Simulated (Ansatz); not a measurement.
## Equation of state of scandium, bcc

Level of theory: DFT, m-r2SCAN, plane waves (500 eV) with PAW, scalar-relativistic (Ansatz 0.2.0). The PAW files were generated under PBE, with cores re-solved for the functional.

The cell is scaled uniformly from the relaxed one, with fractional coordinates and shape fixed. Energies are extrapolated to zero smearing, pressures are those at the given smearing. Magnetic state: ferromagnetic.

| V (Å³/atom) | E − E₀ (meV/atom) | P (GPa) | sphere moment (μB) |
| --- | --- | --- | --- |
| 22.141 | 76.9 | 8.60 | 0.26 |
| 23.147 | 32.6 | 5.39 | 0.31 |
| 24.154 | 7.6 | 2.51 | 0.33 |
| 25.160 | -0.1 | 0.01 | 0.33 |
| 26.167 | 6.9 | -2.12 | 0.34 |
| 27.173 | 26.2 | -3.90 | 0.33 |
| 28.179 | 55.9 | -5.38 | 0.33 |

(1) Fit a third-order Birch-Murnaghan equation.

Results:

(1) V₀ = 25.16 Å³/atom, B₀ = 58 GPa, B₀′ = 2.9.

m-r²SCAN is r²SCAN on the gauge-invariant kinetic-energy density; without spin polarisation the two are equal.
